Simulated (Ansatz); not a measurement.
Consider the following.

ZrTa:
```
ZrTa
1.0
    0.00000     2.78742     2.78742
    2.78742     0.00000     2.78742
    2.78742     2.78742     0.00000
Ta Zr
1 1
Direct
  0.00000   0.00000   0.00000
  0.50000   0.50000   0.50000
```

This is the PBEsol-relaxed structure.

Task: All from plane-wave PAW PBEsol (Ansatz code), unless another level is named. Estimate the formation energy from the elements (no fitted shifts).

Result: 1.18 eV/atom.

Task: What about the density of states at the Fermi level?

Result: 2.0 states/eV per atom (mean over ±0.08 eV).

Space group Fm-3m (rock salt). The start of the workflow was typed in or built on a structure type; neither database checked (COD, Materials Project) lists it. Its standing as an ambient phase is unchecked. The cell was relaxed with PBEsol under the symmetry of its start. At this level the phase is mechanically unstable. No spin polarisation was allowed. Its formation energy is positive at this level, so the cell may be metastable or incomplete. The references are the lowest solids computed at this level, not always the standard phases. Spin–orbit coupling is left out wherever it is not named.

Potentials: the later of the program's two PAW sets.
